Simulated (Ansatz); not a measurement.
PtSe₂ in space group P6_3/mmc (No. 194; Pt on 2c, Se on 4f) at seven volumes, PBE in the plane-wave PAW code Ansatz, shape and atoms relaxed at each. One row is withheld.

| V (Å³/atom) | P (GPa) |
|---|---|
| 20.066 | 4.24 |
| 20.728 | 2.32 |
| 21.389 | ? |
| 22.051 | 0.00 |
| 22.712 | -0.44 |
| 23.374 | -0.92 |
| 24.035 | -1.16 |

### Question
Fit the shown pressures and predict the withheld one.

### Answer
P = (3/2)B₀(x^(7/2) − x^(5/2))[1 + (3/4)(B′ − 4)(x − 1)] with x = (V₀/V)^(2/3). Least squares on the six rows gives V₀ = 22.114 Å³/atom, B₀ = 24.7 GPa, B′ = 12.86. At V = 21.389, x = 1.0225 and P = 1.01 GPa. The run itself gave 0.81 GPa.

The cell is a constructed one: a structure type filled with these elements; neither database checked (COD, Materials Project) lists it. COD files the formula under space group No. 164, so this cell is another polymorph or a model. Its standing as an ambient phase is unchecked. Symmetry was held in the PBE relaxation; its stability against distortions is not shown here. No spin polarisation was allowed. A crystal of weakly bound layers computed without a dispersion correction: the cell and the soft elastic constants depend strongly on that. Spin–orbit coupling is left out wherever it is not named.

Potentials: the later of the program's two PAW sets.
